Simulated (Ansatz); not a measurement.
# GaPt₃: computed property card

GaPt3:
Space group Pm-3m (No. 221); a = b = c = 3.864 Å, α = β = γ = 90.00°

| atom | site | symmetry | x | y | z |
|---|---|---|---|---|---|
| Ga | 1a | m-3m | 0.0000 | 0.0000 | 0.0000 |
| Pt | 3c | 4/mm.m | 0.0000 | 0.5000 | 0.5000 |

Space group Pm-3m (No. 221), Cu3Au type; conventional cell a = b = c = 3.8639 Å, α = β = γ = 90.00°.

Method: plane-wave PAW LDA (Ansatz code). The cell and atoms are relaxed at this level. Other levels are named where they apply.

**Cell and energy**

Volume per atom: 14.42 Å³
Density: 18.85 g/cm³
Formation energy from the elements (no fitted shifts): -452 meV/atom

**Electronic structure**

Electronic character: metallic (no gap)
Density of states at the Fermi level: 0.63 states/eV per atom (mean over ±0.08 eV)

**Mechanics**

Bulk modulus (Birch–Murnaghan fit): 265 GPa
Pressure derivative B′: 5.3
Elastic constants (relaxed ions, GPa): C11 = 369, C12 = 213, C44 = 117
Mechanical stability: stable (all eigenvalues of C positive)
Hill bulk and shear moduli: 265 and 99.7 GPa
Young's modulus: 266 GPa
Poisson's ratio: 0.33
Debye temperature from the elastic constants: 315 K

**Phonons**

- Highest zone-centre frequency = 203 cm^-1
- Zone-centre stability = no imaginary mode at Γ

The first step of the workflow began from a Materials Project structure, measured or hypothetical; the Crystallography Open Database copy checked does not list it. COD files the formula under space group No. 127. Its standing as an ambient phase is unchecked. The LDA relaxation kept the symmetry of its start. The run is not spin-polarised. As this level gives no gap, shear constants depend on the k-mesh and smearing (Fermi–Dirac, 0.1 eV here). As this level gives no gap, phonon frequencies hold no LO–TO term and depend on the k-mesh and smearing (Fermi–Dirac, 0.1 eV here). The references are the lowest solids computed at this level, not always the standard phases. Scalar-relativistic: spin–orbit coupling is off unless named, which matters more the heavier the elements.

Potentials: the later of the program's two PAW sets.
